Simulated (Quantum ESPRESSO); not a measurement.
Band energies of CaTiO3

```xyz
10
Lattice="-2.6857 2.6857 3.8961 2.6857 -2.6857 3.8961 2.6857 2.6857 -3.8961" Properties=species:S:1:pos:R:3 pbc="T T T"
O     -1.0276     1.6582     3.8961
O      3.7133     1.0276     0.0000
O      1.0276     1.6582     0.0000
O      1.6582     1.0276     3.8961
O      0.0000     0.0000     5.8442
O      0.0000     0.0000     1.9481
Ca     2.6857     0.0000     1.9481
Ca     0.0000     2.6857     1.9481
Ti     0.0000     0.0000     3.8961
Ti     0.0000     0.0000     0.0000
```

LDA (pw.x of Quantum ESPRESSO, ONCV potentials, no spin-orbit coupling); path ΓXYSΓZS1NPY1Z,XP; energies in eV from the valence-band maximum.

```
k (1/Å)  point  band 36  band 37  band 38  band 39  band 40  band 41  band 42  band 43
-------  -----  -------  -------  -------  -------  -------  -------  -------  -------
0.00         Γ    -0.26    -0.10    -0.10    -0.07    -0.07     2.30     2.30     2.42
0.21              -0.40    -0.37    -0.24    -0.22    -0.03     2.30     2.58     2.74
0.41              -0.64    -0.47    -0.44    -0.41     0.00     2.30     3.17     3.35
0.83         X    -1.38    -1.36    -0.56    -0.47    -0.01     2.31     3.82     3.88
0.83         Y    -1.09    -1.06    -0.88    -0.53    -0.41     3.12     3.48     3.80
1.13         S    -1.34    -1.03    -0.89    -0.39    -0.30     3.09     3.59     3.63
1.31              -1.11    -0.95    -0.51    -0.41    -0.32     3.33     3.41     3.56
1.48              -0.84    -0.59    -0.38    -0.34    -0.24     2.98     3.08     3.52
1.65              -0.58    -0.36    -0.33    -0.31    -0.11     2.64     2.70     3.08
2.00         Γ    -0.26    -0.10    -0.10    -0.07    -0.07     2.30     2.30     2.42
2.16              -0.55    -0.14    -0.14    -0.05    -0.05     2.43     2.47     2.47
2.48              -0.67    -0.67    -0.47    -0.14    -0.14     2.49     3.38     3.38
2.64              -1.17    -1.17    -0.38    -0.15    -0.15     2.51     3.69     3.69
2.80         Z    -1.47    -1.47    -0.34    -0.16    -0.16     2.52     3.76     3.76
2.80        S1    -1.34    -1.03    -0.89    -0.39    -0.30     3.09     3.59     3.63
2.97              -1.23    -1.08    -0.67    -0.41    -0.31     3.33     3.49     3.55
3.13              -0.98    -0.81    -0.54    -0.37    -0.33     3.49     3.52     3.57
3.29         N    -0.91    -0.59    -0.59    -0.34    -0.34     3.62     3.62     3.64
3.44              -0.95    -0.65    -0.65    -0.42    -0.42     3.48     3.48     3.78
3.59              -1.09    -0.88    -0.88    -0.51    -0.51     3.36     3.36     3.85
3.73              -1.39    -1.01    -1.01    -0.55    -0.55     3.29     3.29     3.88
3.88         P    -1.37    -1.02    -1.02    -0.56    -0.56     3.27     3.27     3.88
4.02              -1.25    -1.15    -0.86    -0.85    -0.32     2.97     3.59     3.87
4.16              -1.18    -1.18    -1.09    -0.75    -0.20     2.81     3.82     3.85
4.44        Y1    -1.09    -1.06    -0.88    -0.53    -0.41     3.12     3.48     3.80
4.59              -1.32    -0.80    -0.72    -0.57    -0.35     3.06     3.49     3.76
4.73              -1.45    -1.27    -0.34    -0.33    -0.28     2.69     3.70     3.76
4.87         Z    -1.47    -1.47    -0.34    -0.16    -0.16     2.52     3.76     3.76
4.87         X    -1.38    -1.36    -0.56    -0.47    -0.01     2.31     3.82     3.88
5.01              -1.34    -1.29    -0.72    -0.56    -0.07     2.46     3.84     3.88
5.28         P    -1.37    -1.02    -1.02    -0.56    -0.56     3.27     3.27     3.88
```

The LDA gap is direct, 2.30 eV at 50 % of the way from Γ to X. Another valence and conduction extremum on the path lies within 0.02 eV, too close to call.

Geometry of the Materials Project entry, not relaxed at this level.

This is not the ordinary phase of the substance.
